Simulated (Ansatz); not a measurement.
## Be2ZnSe3: computed properties

These are results of Ansatz, DFT PBE, scalar-relativistic, plane waves, PAW, not measurements.

Settings: cutoff 420 eV, Γ-centred mesh 12×12×4 on the computed 6-atom cell, Gaussian smearing of 0.02 eV; no spin polarisation.

The structure is relaxed at this level of theory with its symmetry kept, and needn't be the ground state of this composition.

```xyz
6
Lattice="3.7900 0.0000 0.0000 -1.8950 3.2822 0.0000 0.0000 0.0000 9.3407" Properties=species:S:1:pos:R:3 pbc="T T T"
Be    1.8950    1.0941    3.1924
Be    0.0000    2.1881    6.1421
Zn    0.0000    0.0000    9.3074
Se    1.8950    1.0941    0.9656
Se    0.0000    2.1881    3.9013
Se    0.0000    0.0000    6.8482
```

| Item | Value |
| --- | --- |
| Space group | P3m1 (No. 156) |
| Volume per atom | 19.37 Å³ |
| Formation energy from the elements' standard states (uncorrected) | -0.726 eV/atom |
| Kohn–Sham band gap | 2.37 eV |
| Orbital (Löwdin) character of the top 1 eV of the valence band | Se 4p 91 %, unprojected 5 % |
| Bader charge by site (e) | Be (1 in the cell) 1.57, Be (1 in the cell) 1.57, Zn (1 in the cell) 0.73, Se (1 in the cell) -0.96, Se (1 in the cell) -1.56, Se (1 in the cell) -1.35 |

Another cell of Be2ZnSe3 relaxed alike, in I-4m2, lies 15 meV/atom lower, so this cell isn't the stable form at this level.

The cell was found from a structure generator's guess, not taken from experiment. Kohn–Sham gaps at this level usually fall short of measured ones.
